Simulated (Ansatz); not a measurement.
**Hf$_{2}$N: strain energy, fitted**

Hf$_{2}$N, P4_2/mnm, a = 5.296 Å, c = 3.227 Å. The structure is a Materials Project entry; whether it is the stable form wasn't checked. Ansatz: PBEsol, PAW, 420 eV, Γ-centred 8×8×12 mesh on 6 atoms, Gaussian smearing 0.10 eV; no spin polarisation. Series: uniaxial strain along c, with a, b and atoms relaxed; x is the strain in per cent. y is the free energy over the unstrained cell, V0 = 15.084 Å³/atom.

```tsv
x (%)	y (meV/atom)
-3.0	?
-2.0	7.31
-1.0	1.80
0.0	0.00
1.0	1.69
2.0	6.63
3.0	14.60
```

Q: Fit y = c2 x² + c3 x³ to the other rows, turn c2 into a modulus, and predict the missing energy.

A: Least squares on the rows shown. y = 1.7447 x² − 0.041101 x³. In eV per unit strain² c2 is 17.45; this is Young's modulus along the axis (E = ½ Y V0 ε²): 2 × 17.45 × 160.2 / (15.084) = 371 GPa. At x = -3.0 the fit asked for gives 16.81 meV/atom. The run gave 16.82 meV/atom, so the fit is 0.01 meV/atom too low, within the rms miss on the fitted rows (0.01 meV/atom).

Spin–orbit coupling is left out, which can shift energies with elements as heavy as these.